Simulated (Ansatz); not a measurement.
GeW:
```yaml
crystal:
  lattice:
    - [3.19184, 0.00000, 0.00000]
    - [-1.59592, 2.76421, 0.00000]
    - [0.00000, 0.00000, 7.29322]
  atoms:
    - { symbol: W, position: [0.00000, 0.00000, 0.00000] }
    - { symbol: W, position: [0.00000, 0.00000, 0.50000] }
    - { symbol: Ge, position: [0.33333, 0.66667, 0.25000] }
    - { symbol: Ge, position: [0.66667, 0.33333, 0.75000] }
```

Relaxed with PBE. Special points in fractions of this cell's reciprocal vectors: Γ (0.000, 0.000, 0.000); M (0.500, 0.000, 0.000); K (0.333, 0.333, 0.000); A (0.000, 0.000, 0.500); L (0.500, 0.000, 0.500); H (0.333, 0.333, 0.500).

### Question
List the band energies nearest the Fermi level at these points for PBE (plane waves, PAW; program Ansatz).

### Answer
In eV from the Fermi level; about four levels below and three above (degenerate sets whole), none deeper than 8.9 eV; points with the same levels are listed once.

```csv
k,below,above
Γ,-1.69 -1.69 -0.75 -0.75 -0.60,0.11 0.11 0.16
M,-2.99 -2.54 -2.17 -1.87,0.40 1.17 2.05
K,-3.57 -3.57 -2.16 -1.14 -1.14,1.31 1.33 1.33
A,-1.25 -1.25 -1.25 -1.25 -0.41 -0.41,0.50 0.50 0.50 0.50
L,-2.07 -2.07 -1.35 -1.35,2.48 2.48 2.80 2.80
H,-3.57 -3.57 -1.32 -1.32,2.40 2.40 2.71 2.71
```

Space group P6_3/mmc (NiAs type). The cell is a constructed one: a structure type filled with these elements; neither database checked (COD, Materials Project) lists it. Its standing as an ambient phase is unchecked. Symmetry was held in the PBE relaxation; whether a distortion lowers the energy is not shown. No spin polarisation was allowed. Scalar-relativistic: spin–orbit coupling is off unless named, which matters more the heavier the elements.

Potentials: the later of the program's two PAW sets.
